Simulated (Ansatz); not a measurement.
Rough cost of magnetic runs on FeSb (P63/mmc) in Ansatz 0.2.0, 2 threads of Arm Neoverse V2, on a shared host.

```
Fe Sb
1.0
     4.06000    0.00000    0.00000
    -2.03000    3.51606    0.00000
     0.00000    0.00000    5.13000
Fe Sb
2 2
Direct
  0.00000 0.00000 0.00000
  0.00000 0.00000 0.50000
  0.33333 0.66667 0.25000
  0.66667 0.33333 0.75000
```

```json
{"run": "PAW: field of 3000 T on the spins", "functional, mesh": "LDA, 8×8×6", "k points solved": "40", "bands": "39", "iterations": "18", "wall time (s)": "10", "peak memory (GiB)": "0.44"}
{"run": "PAW: total moment held at 1.99 μB", "functional, mesh": "LDA, 8×8×6", "k points solved": "40", "bands": "39", "iterations": "12", "wall time (s)": "8.4", "peak memory (GiB)": "0.45"}
{"run": "AE-PAW: total moment held at 3.83 μB", "functional, mesh": "LDA, 8×8×6", "k points solved": "40", "bands": "40", "iterations": "12", "wall time (s)": "17", "peak memory (GiB)": "0.93"}
{"run": "PAW: field of 200 T on the spins", "functional, mesh": "LDA, 8×8×6", "k points solved": "40", "bands": "39", "iterations": "19", "wall time (s)": "11", "peak memory (GiB)": "0.45"}
{"run": "PAW: total moment held at 2.41 μB", "functional, mesh": "LDA, 8×8×6", "k points solved": "40", "bands": "39", "iterations": "12", "wall time (s)": "9.9", "peak memory (GiB)": "0.45"}
{"run": "LAPW: total moment held at 3.83 μB", "functional, mesh": "LDA, 8×8×6", "k points solved": "40", "bands": "50", "iterations": "13", "wall time (s)": "46", "peak memory (GiB)": "0.8"}
{"run": "PAW: no spin polarisation", "functional, mesh": "LDA, 8×8×6", "k points solved": "40", "bands": "38", "iterations": "8", "wall time (s)": "3.3", "peak memory (GiB)": "0.39"}
{"run": "LAPW: field of 3000 T on the spins", "functional, mesh": "LDA, 8×8×6", "k points solved": "40", "bands": "49", "iterations": "18", "wall time (s)": "58", "peak memory (GiB)": "0.8"}
{"run": "LAPW: free moments", "functional, mesh": "LDA, 8×8×6", "k points solved": "40", "bands": "49", "iterations": "18", "wall time (s)": "64", "peak memory (GiB)": "0.81"}
```

(1) Roughly how much dearer is an iteration by LAPW than by PAW among the runs with the first row's mesh and spin treatment (collinear)?

Results:

(1) About 6 times (medians of wall time over iterations; times from a shared host are rough).
